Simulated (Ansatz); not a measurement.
**Trial inputs on Rb3Sn**

All trials start from this Ansatz input:

```yaml
crystal:
  lattice:
    - [0.0, 4.658584, 4.658584]
    - [4.658584, 0.0, 4.658584]
    - [4.658584, 4.658584, 0.0]
  atoms:
    - { symbol: Rb, position: [0.25, 0.25, 0.25] }
    - { symbol: Rb, position: [0.75, 0.75, 0.75] }
    - { symbol: Rb, position: [0.5, 0.5, 0.5] }
    - { symbol: Sn, position: [0.0, 0.0, 0.0], spin: 1.0 }
basis:
  ecutwfc: 420
kpoints:
  mp_grid: { grid: [4, 4, 4] }
hamiltonian:
  xc: pbe
scf:
  occupations: { method: gaussian, width: 0.1 }
  lower_state_search: "off"
output:
  forces: true
  stress: true
  eigenvalues: true
  populations: true
magnetization:
  spin_polarized: true
```

Command:

```bash
ansatz run input.yaml --threads 1 --pin off --max-ram 1331MiB --backend cpu --events-out ev --progress --plain --runs-dir out
```

The run converges in 13 SCF iterations on 8 irreducible k-points: pressure 0.09 GPa, no gap, cell moment 1.03 μB.

Settings here are deliberately varied, not converged. Each trial's input is given as a difference from the reference's; energies are extrapolated to zero smearing where there is one, and pressure is positive in compression. Charged cells sit in a uniform background, and their pressures hang on that convention.

Trial 1:

```diff
 crystal:
   atoms:
-    - { symbol: Sn, position: [0.0, 0.0, 0.0], spin: 1.0 }
+    - { symbol: Sn, position: [0.0, 0.0, 0.0], spin: 0.64 }
 basis:
-  ecutwfc: 420
+  ecutwfc: "17 Ha"
 kpoints:
-  mp_grid: { grid: [4, 4, 4] }
+  mp_grid: { grid: [1, 1, 1], shift: [0.25, 0.25, 0.25] }
 scf:
+  mixing: { beta: 0.074 }
+  max_iter: 20
```

The run converges in 13 SCF iterations on 1 irreducible k-point: energy 69.6 meV per atom above the reference, pressure -0.64 GPa, largest force 0.144 eV/Å, no gap, cell moment 1.00 μB.

Trial 2:

```diff
 crystal:
   atoms:
-    - { symbol: Sn, position: [0.0, 0.0, 0.0], spin: 1.0 }
+    - { symbol: Sn, position: [0.0, 0.0, 0.0], spin: 0.64 }
 basis:
-  ecutwfc: 420
+  ecutwfc: 220
 kpoints:
-  mp_grid: { grid: [4, 4, 4] }
+  mp_grid: { grid: [4, 4, 4], shift: [0.25, 0.25, 0.25] }
```

The run converges in 14 SCF iterations on 20 irreducible k-points: energy 565 meV per atom above the reference, pressure 0.12 GPa (unreliable at so low a cutoff), no gap, cell moment 1.00 μB. It warns that the cutoff lies under the recommended one, 420 eV for these potentials; that the mesh lowers the symmetry.

Trial 3:

```diff
 crystal:
   atoms:
-    - { symbol: Sn, position: [0.0, 0.0, 0.0], spin: 1.0 }
+    - { symbol: Sn, position: [0.0, 0.0, 0.0], spin: 0.64 }
+total_charge: 1
 basis:
-  ecutwfc: 420
+  ecutwfc: "16 Ha"
+  ecutrho_ratio: 6
 kpoints:
-  mp_grid: { grid: [4, 4, 4] }
+  mp_grid: { grid: [2, 2, 2] }
 scf:
-  occupations: { method: gaussian, width: 0.1 }
+  occupations: { method: fermi_dirac, width: 0.0082 }
+  algorithm: direct_min
+  max_iter: 99
```

The run converges in 13 SCF iterations on 3 irreducible k-points: pressure 2.31 GPa (with the neutralising background of the charged cell), no gap, cell moment 2.25 μB. It warns that the state wasn't tested for a lower one.

Trial 4 (atom left out):

```diff
 crystal:
   atoms:
-    - { symbol: Rb, position: [0.25, 0.25, 0.25] }
-    - { symbol: Sn, position: [0.0, 0.0, 0.0], spin: 1.0 }
+    - { symbol: Sn, position: [0.0, 0.0, 0.0], spin: 0.64 }
 kpoints:
-  mp_grid: { grid: [4, 4, 4] }
+  mp_grid: { grid: [1, 1, 1], shift: [0.25, 0.25, 0.25] }
```

The run converges in 12 SCF iterations on 1 irreducible k-point: pressure -0.60 GPa, largest force 0.032 eV/Å, gap on the sampled k-points 1.22 eV (the reference is a metal, so it comes from the sampling or the changed settings), cell moment 2.00 μB.